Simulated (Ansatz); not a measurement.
## Y (diamond type) under strong compression

```
CELL_PARAMETERS angstrom
0.00000 3.41290 3.41290
3.41290 0.00000 3.41290
3.41290 3.41290 0.00000
ATOMIC_POSITIONS crystal
Y 0.87500 0.87500 0.87500
Y 0.12500 0.12500 0.12500
```

The cell comes from a relaxation on PAW files under the same functional, begun from a prototype that needn't be the stable phase.

Its volume is scaled at fixed shape and fractional positions.

Computed with Ansatz 0.2.0; functional PBEsol, scalar-relativistic. Settings: a Γ-centred 10×10×10 k mesh, Fermi–Dirac smearing of 0.08 eV, no spin polarisation. Methods: LAPW: all electrons, basis error target 1 meV/atom; PAW: frozen-core files, cutoff 420 eV; crystal datasets: all electrons, by PAW datasets that the program makes for each cell; norm-conserving: pseudopotentials, cutoff 980 eV; PAW (cutoff 800 eV): frozen-core files, cutoff 800 eV.

Energies are extrapolated to zero smearing and count from the unscaled cell; pressure is positive in compression; gaps take the mesh and a band path. No temperature or zero-point motion is included.

The PAW files were made under PBE. The structure type is held throughout; the real material can change phase at far lower pressure.

```tsv
V/V0	V (Å³/atom)	P LAPW (GPa)	ΔE LAPW (eV/atom)	P PAW − LAPW (GPa)	ΔE PAW − LAPW (meV/atom)
1.00	39.75	0.00	0.000	0.00	0.0
0.88	34.98	1.53	0.027	-0.01	-0.1
0.78	31.01	2.96	0.078	-0.01	-0.2
0.68	27.03	?	0.185	-0.02	-0.6
0.58	23.06	16.71	0.447	-0.03	-1.2
0.50	19.88	38.7	0.961	-0.04	-1.9
0.43	17.09	80.5	1.952	-0.03	-2.6
```

(1) What belongs in the row "0.68", column "P LAPW (GPa)"?

(2) From the table, what is the rise of the enthalpy H = E + pV up to the last row, and how stiff is the crystal between the last two rows?

(3) At the smallest volume, how far do crystal datasets and norm-conserving and PAW (cutoff 800 eV) lie from LAPW in pressure?

(4) How do the Löwdin populations by LAPW change from the unscaled cell to the last row?

Answers

(1) 6.68.

(2) ΔH = 1.952 eV + (80.5 GPa × 17.09 Å³ − 0.00 GPa × 39.75 Å³) × 0.006242 eV/(GPa·Å³) = 10.54 eV/atom, of which pV makes 81 %. The mean bulk modulus there is −ΔP/Δln V = 278 GPa.

(3) crystal datasets: 0.00 GPa; norm-conserving: +0.57 GPa; PAW (cutoff 800 eV): -0.04 GPa, on a LAPW pressure of 80.5 GPa.

(4) Y 4s 1.93 → 1.70, Y 5s 0.84 → 0.39, Y 4p 5.92 → 5.69, Y 4d 2.28 → 3.23 electrons an atom. These are projections on the shells that the free atoms fill; 0.04 e a cell lies outside them at the start and 0.05 e at the end.
